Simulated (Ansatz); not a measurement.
An Ansatz input:

```yaml
crystal:
  lattice:
    - [4.665877109, 0.0, 0.0]
    - [-2.3329385545, 4.0407681073, 0.0]
    - [0.0, 0.0, 2.8601826678]
  atoms:
    - { symbol: Nb, position: [0.0, 0.0, 0.0] }
    - { symbol: Nb, position: [0.3333333333, 0.6666666667, 0.5] }
    - { symbol: Nb, position: [0.6666666667, 0.3333333333, 0.5] }
hamiltonian:
  xc: blyp
  pseudopotentials:
    kind: paw
    azcp:
      Nb: "pseudopotentials/Nb.paw.azcp"
basis:
  ecutwfc: 420
  fft_grid_basis: typed
kpoints:
  mp_grid: { grid: [8, 8, 11], shift: [0, 0, 0] }
magnetization:
  spin_polarized: false
scf:
  occupations: { method: fermi_dirac, width: 0.1 }
relax:
  max_steps: 60
  f_tol: 0.01
  cell: {}
```

Terminal output

```
Engine: ansatz 0.2.0, aarch64-unknown-linux-gnu
Pseudopotentials: kind: paw
Pseudopotential: Nb, paw, valence charge 13, recommended cutoff 420 eV (normal) 
Functional definition: BLYP
  parameter beta = 0.0042
  parameter a = 0.04918
  parameter b = 0.132
  parameter c = 0.2533
  parameter d = 0.349
  exchange = b88_x(beta = beta)
  correlation = lyp_c(a = a, b = b, c = c, d = d)
Crystal: 3 atoms, lattice volume = 53.925 Å³
Basis set: ecut = 420 eV, 1071 PW (Γ), exchange–correlation on 64×64×40 points (8 copies of the dense FFT grid, shifted against one another)
Bands: 24, of which v1, the nominal top of the filled ones, is band 20 counted from 1 (19 counted from 0)
Symmetry: 24 space group operations
Space group: P6/mmm (ITA 191), of the structure as read, at distance tolerance 3.8e-5 Å
k-points: 60 of 704
Non-local potential: Nb, projectors of the file, l = 0: 3, l = 1: 2, l = 2: 2, l = 3: 1
PAW form: soft (Blöchl's): semilocal exchange-correlation on the pseudo side does not see the compensation charge
PAW frozen core: Nb, regenerated for the run's functional, and the local potential with it (the file was generated under x = pbe(κ = 0.804, μ = 0.2195149727645171), c = pbe(β = 0.06672455060314922))
PAW one-centre angular grid: Nb, 590 points (default); XC on 64 Gauss nodes
Initial density: superposition of atomic densities (neutral atoms: chi_scale 0, normalization atom), corrected by the library's trained network
Initial wavefunctions: pseudopotential atomic-orbital guess
Functional: x = b88, c = lyp
SCF iter   1: F=—  HF=-13694.431648 eV  |F-HF|=—  |Δ(HF+E_count)|=         —  Δρ=1.64e-2  dr2=2.41e-1  ethr=1.77e-3  ⟨swp⟩=5.0  Hψ=5860  notcnv=0
SCF iter   2: F=—  HF=-13694.409523 eV  |F-HF|=—  |Δ(HF+E_count)|=   2.21e-2  Δρ=1.07e-2  dr2=1.24e-1  ethr=6.18e-4  ⟨swp⟩=1.0  Hψ=1922  notcnv=0
SCF iter   3: F=—  HF=-13694.393347 eV  |F-HF|=—  |Δ(HF+E_count)|=   1.62e-2  Δρ=1.77e-3  dr2=2.65e-3  ethr=3.18e-4  ⟨swp⟩=2.0  Hψ=2062  notcnv=0
SCF iter   4: F=—  HF=-13694.393112 eV  |F-HF|=—  |Δ(HF+E_count)|=   2.35e-4  Δρ=4.66e-4  dr2=9.90e-5  ethr=6.81e-6  ⟨swp⟩=2.0  Hψ=1886  notcnv=0
SCF iter   5: F=—  HF=-13694.393173 eV  |F-HF|=—  |Δ(HF+E_count)|=   6.15e-5  Δρ=9.22e-5  dr2=3.27e-6  ethr=2.54e-7  ⟨swp⟩=2.0  Hψ=1913  notcnv=0
...
SCF iter   2: F=—  HF=-13694.837683 eV  |F-HF|=—  |Δ(HF+E_count)|=   3.59e-5  Δρ=8.40e-5  dr2=3.27e-7  ethr=2.93e-9  ⟨swp⟩=2.0  Hψ=1878  notcnv=0
SCF iter   3: F=—  HF=-13694.837694 eV  |F-HF|=—  |Δ(HF+E_count)|=   1.06e-5  Δρ=2.71e-6  dr2=1.21e-9  ethr=8.39e-10  ⟨swp⟩=2.1  Hψ=2446  notcnv=0
SCF iter   4: F=—  HF=-13694.837694 eV  |F-HF|=—  |Δ(HF+E_count)|=   8.87e-9  Δρ=5.13e-7  dr2=8.77e-11  ethr=3.11e-12  ⟨swp⟩=2.1  Hψ=2661  notcnv=0
iter 5 did not close the SCF: its close was put off for the readings that it lacked (scf_convergence_deferred on its scf_iter line)
SCF iter   5: F=-13694.837694 eV  HF=-13694.837694 eV  |F-HF|=0.00e0  |Δ(HF+E_count)|=  2.86e-10  Δρ=1.03e-7  dr2=4.19e-12  ethr=1.00e-12  ⟨swp⟩=2.0  Hψ=1887  notcnv=0
SCF iter   6: F=-13694.837694 eV  HF=-13694.837694 eV  |F-HF|=1.82e-12  |Δ(HF+E_count)|=  1.82e-12  Δρ=1.51e-8  dr2=5.83e-14  ethr=1.00e-12  ⟨swp⟩=3.0  Hψ=5494  notcnv=0
SCF 6 converged in 6 iterations: F = -13694.837694 eV  dr2 = 5.83e-14
relax step   6: F+E_penalty+E_count = -13694.83769377 eV  Δ(F+E_penalty+E_count) = -1.168e-3 eV  max|allowed force component| = 1.110e-16 eV/Å  Δτ_max = 0.0000 Å  P = -0.004 GPa  Ω = 57.729 Å³  stress off target by 4.81e-3 GPa  SCF on the basis re-selected at this cell (its energy is not comparable with the rows above)  (6 SCF iters)
basis re-selected at this cell: Δ(F+E_penalty+E_count) = -1.168e-3 eV, ΔP = +0.027 GPa vs the last step (what re-selecting the basis moved, of the pressure what is left beyond the Pulay correction that the steps carried, after the strain that the cell walked since its last selection, with what the two solves' SCF thresholds leave and, on support functions, any second-order correction that the steps lacked; it is no measure of the basis error at this ecutwfc). The dense FFT grid was sized anew with the basis: this SCF ran on 36×36×20 points, the steps before it on 32×32×20, so part of this shift can come from that change (see relax.cell in the input reference). This SCF's stress stands 4.81e-3 GPa from its target on what of the cell is left free (relax.cell.stress_tol is 5.00e-2 GPa) and its largest allowed force component is 1.11e-16 eV/Å (relax.f_tol is 1.00e-2 eV/Å): within both
SCF converged after 6 iterations
Free energy (F): -13694.837694 eV
Harris-Foulkes:  -13694.837694 eV  (|F-HF|=1.82e-12)
Internal energy: -13694.723172 eV  (E = F + TS)
E sigma→0 (E₀):  -13694.780433 eV
Entropy (-TS):   -0.114521 eV (-38.174 meV/atom)
Fermi energy:    17.187888 eV
--- Per-component energies (eV) ---
  E_band       = -236.273545
  E_kinetic    = 1182.848386
  E_local      = -2228.495899  (includes V_loc(G=0)·N_el)
  E_nonlocal   = 361.894471
  E_hartree    = 697.489526
  E_xc         = -516.153415
  E_vxc        = -624.815291  (∫ρ·V_xc dr)
  E_paw        = -9268.899416  (= ΣΔE_a)
  E_vpaw       = -322.684289  (= ΣTr[D̂ρ^β])
  E_aug_tail   = 0.000026  (compensation charges beyond the density's cutoff)
  E_ewald      = -3923.667261
  E_core_change = 0.260410  (= ΣΔE_core)
  E_smearing   = -0.114521  (= −TS)
  E_closure    = -0.000000  (closes the sum)
  Σ components = -13694.837694   (vs F -13694.837694, Δ=0.00e0)
--- Forces (eV/Å), atoms counted from 1 ---
  atom   1  Nb     0.00000000     0.00000000     0.00000000
  atom   2  Nb     0.00000000     0.00000000     0.00000000
  atom   3  Nb     0.00000000    -0.00000000    -0.00000000
  max |Σ_I F_I| component: 2.78e-17 eV/Å
--- Stress (GPa, compression-positive) ---
       -0.004809      -0.000000       0.000000
        0.000000      -0.004809      -0.000000
        0.000000      -0.000000      -0.001852
  P = ⅓ Tr σ = -0.0038 GPa (-0.038 kbar)
--- Relaxed structure (5 steps of the walk, 5 accepted, 1 SCFs on fresh bases) ---
  F+E_penalty+E_count = -13694.83769377 eV   max|allowed force component| = 1.110e-16 eV/Å   (the final SCF, on the basis selected at the relaxed cell)
  cell:  # Å, volume = 57.7295 Å³
    - [4.955107336707204, -1.5757815073976484e-33, -1.5856920829158714e-34]
    - [-2.477553668353602, 4.29124883206709, 3.539345294227948e-34]
    - [-4.860146234126481e-34, 1.9440584936505927e-34, 2.7149448905382503]
  atoms:
    - { symbol: Nb, position: [-1.162417412928625e-34, 1.0591660316048762e-35, 7.294723270329949e-35] }
    - { symbol: Nb, position: [0.3333333333333333, 0.6666666666666666, 0.5] }
    - { symbol: Nb, position: [0.6666666666666666, 0.3333333333333333, 0.5] }
```

Launched by

```sh
ansatz run input.yaml --threads 2 --pin off --max-ram 5120MiB --backend cpu --events-out ev --progress --plain --runs-dir out
```

On 2 threads of Arm Neoverse V1 (shared host) this took about 12 s of wall time and 23 s of CPU time.
